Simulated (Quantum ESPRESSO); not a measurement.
ZnGa2SiN4, input and log of a self-consistent run

Computed values, not a measurement. The program is pw.x of Quantum ESPRESSO 7.5 (plane-wave density functional theory). The cell is made up: 8 atoms on a wurtzite lattice, with randomly drawn elements, strain and displacements, not relaxed. PseudoDojo standard norm-conserving files (v0.5 for PBE, v0.4.1 for LDA and PBEsol) set the functional; there is no spin polarisation, spin-orbit coupling or dispersion term, and the masses in the input are unused placeholders.

Input:

```
&control calculation='scf', pseudo_dir='./dojo.nc.sr.pbe.v0_5.standard.upf', outdir='./o', disk_io='medium', tprnfor=.true., tstress=.true. /
&system ibrav=0, nat=8, ntyp=4, nbnd=41, ecutwfc=84.00895049, nosym=.true., tot_charge=0,
 occupations='smearing', smearing='fd', degauss=0.0018374661
/
&electrons conv_thr=7.350e-09, electron_maxstep=60, /
ATOMIC_SPECIES
Ga 1.0 Ga.upf
N 1.0 N.upf
Si 1.0 Si.upf
Zn 1.0 Zn.upf
CELL_PARAMETERS angstrom
3.1415 0.0 0.0
0.0 5.4413 0.0
0.0 0.0 5.029
ATOMIC_POSITIONS angstrom
Zn -0.004 0.0012 -0.0116
Ga 1.5503 2.7098 0.0554
Si 1.6298 0.9001 2.5135
Ga -0.0345 3.6863 2.5137
N 0.0271 0.0392 1.9407
N 1.6433 2.751 1.8993
N 1.6101 0.9509 4.4416
N 0.024 3.6482 4.3582
K_POINTS automatic
6 4 4 1 1 1
```

The log is shortened where brackets say so; the opening notice, blank lines, dates and the lines on written files are dropped, and the path of the files is cut. It prints rydbergs, bohrs and kilobars, and counts compression as positive stress.

```
     Program PWSCF v.7.5
     Parallel version (MPI & OpenMP), running on       1 processor cores
     Number of MPI processes:                 1
     Threads/MPI process:                     1
     [start-up lines left out]
     bravais-lattice index     =            0
     lattice parameter (alat)  =       5.9366  a.u.
     unit-cell volume          =     580.1202 (a.u.)^3
     number of atoms/cell      =            8
     number of atomic types    =            4
     number of electrons       =        70.00
     number of Kohn-Sham states=           41
     kinetic-energy cutoff     =      84.0090  Ry
     charge density cutoff     =     336.0358  Ry
     scf convergence threshold =      7.3E-09
     mixing beta               =       0.7000
     number of iterations used =            8  plain     mixing
     Exchange-correlation= PBE
                           (   1   4   3   4   0   0   0)
     [axes and pseudopotential details left out]
   Cartesian axes
     site n.     atom                  positions (alat units)
         1        Zn     tau(   1) = (  -0.0012733   0.0003820  -0.0036925  )
         2        Ga     tau(   2) = (   0.4934904   0.8625816   0.0176349  )
         3        Si     tau(   3) = (   0.5187968   0.2865192   0.8000955  )
         4        Ga     tau(   4) = (  -0.0109820   1.1734203   0.8001592  )
         5        N      tau(   5) = (   0.0086265   0.0124781   0.6177622  )
         6        N      tau(   6) = (   0.5230941   0.8756963   0.6045838  )
         7        N      tau(   7) = (   0.5125259   0.3026898   1.4138469  )
         8        N      tau(   8) = (   0.0076397   1.1612924   1.3872991  )
     number of k points=    48  Fermi-Dirac smearing, width (Ry)=  0.0018
                       cart. coord. in units 2pi/alat
        k(    1) = (   0.0833333   0.0721680   0.0780846), wk =   0.0416667
        k(    2) = (   0.0833333   0.0721680   0.2342538), wk =   0.0416667
     [further k points left out]
     Dense  grid:    60295 G-vectors     FFT dimensions: (  36,  60,  60)
     Estimated max dynamical RAM per process >      81.31 MB
     Initial potential from superposition of free atoms
     starting charge      69.9939, renormalised to      70.0000
     Starting wfcs are   48 randomized atomic wfcs
     total cpu time spent up to now is       10.4 secs
     per-process dynamical memory:    51.3 Mb
     Self-consistent Calculation
     iteration #  1     ecut=    84.01 Ry     beta= 0.70
     Davidson diagonalization with overlap
     ethr =  1.00E-02,  avg # of iterations =  3.1
     total cpu time spent up to now is       32.9 secs
     total energy              =    -814.65195955 Ry
     estimated scf accuracy    <       2.12464104 Ry
     iteration #  2     ecut=    84.01 Ry     beta= 0.70
     Davidson diagonalization with overlap
     ethr =  3.04E-03,  avg # of iterations =  4.0
     total cpu time spent up to now is       55.8 secs
     total energy              =    -815.16365109 Ry
     estimated scf accuracy    <       2.24012107 Ry
     iteration #  3     ecut=    84.01 Ry     beta= 0.70
     Davidson diagonalization with overlap
     ethr =  3.04E-03,  avg # of iterations =  2.0
     total cpu time spent up to now is       77.6 secs
     total energy              =    -815.59301013 Ry
     estimated scf accuracy    <       0.09644879 Ry
     iteration #  4     ecut=    84.01 Ry     beta= 0.70
     Davidson diagonalization with overlap
     ethr =  1.38E-04,  avg # of iterations =  4.1
     total cpu time spent up to now is      100.9 secs
     total energy              =    -815.61448161 Ry
     estimated scf accuracy    <       0.00760825 Ry
     iteration #  5     ecut=    84.01 Ry     beta= 0.70
     Davidson diagonalization with overlap
     ethr =  1.09E-05,  avg # of iterations =  6.9
     total cpu time spent up to now is      133.3 secs
     total energy              =    -815.61562571 Ry
     estimated scf accuracy    <       0.00393781 Ry
     [iterations 6 to 7 left out]
     iteration #  8     ecut=    84.01 Ry     beta= 0.70
     Davidson diagonalization with overlap
     ethr =  9.91E-08,  avg # of iterations =  2.6
     total cpu time spent up to now is      197.7 secs
     total energy              =    -815.61646751 Ry
     estimated scf accuracy    <       0.00000733 Ry
     iteration #  9     ecut=    84.01 Ry     beta= 0.70
     Davidson diagonalization with overlap
     ethr =  1.05E-08,  avg # of iterations =  3.5
     total cpu time spent up to now is      220.2 secs
     total energy              =    -815.61646996 Ry
     estimated scf accuracy    <       0.00000129 Ry
     iteration # 10     ecut=    84.01 Ry     beta= 0.70
     Davidson diagonalization with overlap
     ethr =  1.85E-09,  avg # of iterations =  2.0
     total cpu time spent up to now is      237.6 secs
     total energy              =    -815.61646997 Ry
     estimated scf accuracy    <       0.00000037 Ry
     iteration # 11     ecut=    84.01 Ry     beta= 0.70
     Davidson diagonalization with overlap
     ethr =  5.28E-10,  avg # of iterations =  2.2
     total cpu time spent up to now is      255.9 secs
     total energy              =    -815.61647003 Ry
     estimated scf accuracy    <       0.00000004 Ry
     iteration # 12     ecut=    84.01 Ry     beta= 0.70
     Davidson diagonalization with overlap
     ethr =  6.40E-11,  avg # of iterations =  2.1
     total cpu time spent up to now is      277.6 secs
     End of self-consistent calculation
     [lines on levels left out]
!    total energy              =    -815.61647005 Ry
     estimated scf accuracy    <          5.7E-09 Ry
     smearing contrib. (-TS)   =      -0.00000000 Ry
     internal energy E=F+TS    =    -815.61647005 Ry
     The total energy is F=E-TS. E is the sum of the following terms:
     one-electron contribution =    -465.53727829 Ry
     hartree contribution      =     284.12941792 Ry
     xc contribution           =    -156.92191460 Ry
     ewald contribution        =    -477.28669507 Ry
     convergence has been achieved in  12 iterations
     Forces acting on atoms (cartesian axes, Ry/au):
     atom    1 type  4   force =     0.02174451   -0.00358546   -0.02392604
     atom    2 type  1   force =     0.01544251    0.04136793   -0.11339948
     atom    3 type  3   force =    -0.01236357    0.05583908    0.10307814
     atom    4 type  1   force =     0.05766597   -0.03604809    0.04200593
     atom    5 type  2   force =     0.01023317    0.10483909    0.05353995
     atom    6 type  2   force =    -0.05905326   -0.11949232    0.04625373
     atom    7 type  2   force =    -0.02094751    0.00603038   -0.16156143
     atom    8 type  2   force =    -0.01272181   -0.04895061    0.05400920
     Total force =     0.319488     Total SCF correction =     0.000248
     Computing stress (Cartesian axis) and pressure
          total   stress  (Ry/bohr**3)                   (kbar)     P=       96.60
   0.00034375  -0.00000114   0.00019083           50.57       -0.17       28.07
  -0.00000114   0.00070504   0.00009734           -0.17      103.71       14.32
   0.00019083   0.00009734   0.00092121           28.07       14.32      135.51
     init_run     :      8.89s CPU     10.22s WALL (       1 calls)
     electrons    :    240.83s CPU    267.18s WALL (       1 calls)
     forces       :      4.13s CPU      4.23s WALL (       1 calls)
     stress       :     15.31s CPU     15.43s WALL (       1 calls)
     [timing details left out]
     PWSCF        :   4m29.40s CPU   4m57.56s WALL
     JOB DONE.
```

In other units: free energy -11097.027 eV for the cell, pressure 9.66 GPa, largest force component 4.154 eV/Å. A rerun of this cell at 1437 eV and a 8 x 6 x 6 mesh moved values by no more than 0.002 eV in energy, 0.04 GPa in stress and 0.002 eV/Å in force.